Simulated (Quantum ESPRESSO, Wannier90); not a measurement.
## Cu (fcc (Cu type)), plane waves to Wannier functions

```yaml
crystal:
  lattice:
    - [0.00000, 1.78872, 1.78872]
    - [1.78872, 0.00000, 1.78872]
    - [1.78872, 1.78872, 0.00000]
  atoms:
    - { symbol: Cu, position: [0.00000, 0.00000, 0.00000] }
```

Cell from Materials Project (mp-30), symmetrised, no further relaxation. This is the element's usual structure. Level: LDA, no spin polarisation, no spin-orbit coupling; pw.x of Quantum ESPRESSO at 74 Ry with PseudoDojo potentials, 12×12×12 k-points, Wannier90. Density: 20×20×20 mesh, cold smearing 0.01 Ry.

The plane-wave run has 21 bands and 19 electrons a cell. On the energy scale of pw.x, whose zero is arbitrary, the Fermi level lies at 17.63 eV.

Isolated groups of bands, relative to the Fermi level (bands from 5 on overlap up to the last one computed):

```csv
bands,from (eV),to (eV),filling,weight on atomic waves
1,-111.87,-111.85,filled,Cu 3s 99 %
2–4,-69.74,-69.62,filled,Cu 3p 100 %
```

Input w.win, without the blocks of cell, atoms and k-points (1728 lines):

```
num_bands = 17
num_wann = 9
exclude_bands = 1-4
num_iter = 800
conv_tol = 1.0e-6
conv_window = 4
dis_num_iter = 1000
dis_conv_tol = 1.0e-6
dis_froz_max = 36.33
write_hr = true
write_u_matrices = true
begin projections
Cu: s;p;d
end projections
mp_grid = 12 12 12
```

wannier90.x stops with:
```
dis_windows: More states in the frozen window than target WFs
```
At some k-point more bands lie below dis_froz_max than there are Wannier functions, and every frozen state has to fit into the subspace. Mended as below, all else unchanged, the run goes through (Ω_I = 4.6 Å²) and follows the plane-wave bands to 2.9 meV rms (states up to 1.0 eV relative to the Fermi level).
```
dis_froz_max = 19.13
```
